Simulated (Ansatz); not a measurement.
## Two states of Mn2Sb2O3

```
CELL_PARAMETERS angstrom
2.69215 1.55431 4.28489
-2.69215 1.55431 4.28489
0.00000 -3.10862 4.28489
ATOMIC_POSITIONS crystal
O 0.00000 0.00000 0.50000
O 0.50000 0.00000 0.00000
O 0.00000 0.50000 0.00000
Mn 0.24013 0.24013 0.24013
Mn 0.75987 0.75987 0.75987
Sb 0.00000 0.00000 0.00000
Sb 0.50000 0.50000 0.50000
```

Single point in Ansatz 0.2.0 with r2SCAN. Cutoff 500 eV, PAW datasets, 5×5×5 Γ-centred k mesh, fermi-dirac filling (width 0.1 eV).

State A: Mn4 up, Mn5 down (collinear spin). State B: Mn4 up, Mn5 up (collinear spin).

Question: Which state is lower, and how do they differ?

Answer: State A is lower by 4.9 meV an atom at zero smearing; in free energy at this smearing B lies +7.1 meV an atom from A. So small a gap isn't resolved on this mesh where a state is a metal.

```tsv
state	free energy (meV/atom)	largest moment in a small sphere (μB)	net moment (μB/cell)	gap on mesh (eV)	pressure (GPa)	largest force (eV/Å)
A	0.0	3.29	0.00	metal	12.1	4.19
B	7.1	3.33	8.36	metal	12.6	4.44
```

Origin: a known structure type with other elements, at an estimated volume, so it need not be a known compound. Caveats: semilocal functionals often miss the gap of such magnets; atoms or cell far from equilibrium.
